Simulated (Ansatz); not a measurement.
KCl (rock salt)

```yaml
crystal:
  lattice:
    - [0.00000, 6.38117, 6.38117]
    - [3.19058, 3.19058, 6.38117]
    - [3.19058, 3.19058, 0.00000]
  atoms:
    - { symbol: Cl, position: [0.00000, 0.00000, 0.00000] }
    - { symbol: Cl, position: [0.50000, 0.00000, 0.00000] }
    - { symbol: K, position: [0.00000, 0.50000, 0.50000] }
    - { symbol: K, position: [0.50000, 0.50000, 0.50000] }
```

The atoms are displaced by Q × the pattern below (from a DFPT mode at X = (0.5, 0.5, 0.0), largest move 1; Q in Å), at fixed cell. It is one choice among 2 degenerate patterns. (q is in reciprocal vectors of the primitive cell; the cell shown is doubled to hold the pattern.)

```json
[
 {"atom": "Cl1", "x": "0.000", "y": "-1.000", "z": "0.000"},
 {"atom": "Cl2", "x": "0.000", "y": "1.000", "z": "0.000"},
 {"atom": "K3", "x": "0.000", "y": "-0.872", "z": "0.000"},
 {"atom": "K4", "x": "0.000", "y": "0.872", "z": "0.000"}
]
```

All values below come from PBE (plane waves to 420 eV, PAW, scalar-relativistic; Ansatz, an electronic-structure program). k mesh 9×9×9 (Γ-centred), Fermi-Dirac smearing 0.05 eV. E stands for the smeared free energy. KCl was relaxed with its symmetry unable to fall. The zero of ΔE is the undisplaced structure.

| Q (Å) | ΔE (meV/cell) |
|---|---|
| -0.180 | 155.6 |
| -0.120 | 62.9 |
| -0.060 | 14.8 |
| 0.000 | 0.0 |
| 0.060 | 14.8 |
| 0.120 | 62.9 |
| 0.180 | 155.6 |

Question: Which DFPT wavenumber at X = (0.5, 0.5, 0.0) belongs to this mode?
(A) 107 cm⁻¹
(B) 60 cm⁻¹
(C) 130 cm⁻¹

Answer: C, 130 cm⁻¹. The curvature of the scan gives 130 cm⁻¹

(For displaced atoms, the force is minus the slope of the energy, and its curvature is a force constant, which sets phonon frequencies.)
